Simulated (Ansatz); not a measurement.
C in space group Fd-3m (No. 227; C on 8b, C on 32e), r²SCAN in the plane-wave PAW code Ansatz. The conduction-band minimum lies on the K–Γ line, 11 % of the way from K, with 12 equivalent valleys. Second derivatives d²E/dk² of the lowest band at one valley (eV·Å²), along Cartesian directions:

```tsv
direction	d²E/dk²
[100]	0.7926
[010]	4.466
[001]	4.466
[110]	2.625
[101]	2.625
[011]	2.529
```

### Question
Find the principal effective masses, the density-of-states mass and the conductivity mass.

### Answer
Off-diagonal terms follow from H_xy = H[110] − (H_xx + H_yy)/2, and m*/mₑ = 7.620 eV·Å² over each eigenvalue: 1.2, 3.0, 9.6. One valley's DOS mass (m₁m₂m₃)^(1/3) = 3.3, conductivity mass 3/(Σ 1/mᵢ) = 2.4 mₑ.

### Question
What effective density of states Nc follows at 300 K for parabolic valleys?

### Answer
Nc = 2.509e19 × 12 × (3.3)^(3/2) ≈ 1.8e21 cm⁻³.

The start of the workflow was typed in or built on a structure type. Its sites differ from those of the usual phase in this space group: another stacking or structure type. The cell was relaxed with r²SCAN under the symmetry of its start; whether a distortion lowers the energy is not shown.

Potentials: the earlier of the program's two PAW sets.

Edges and masses are those of Kohn–Sham bands, whose gap is no quasiparticle gap.
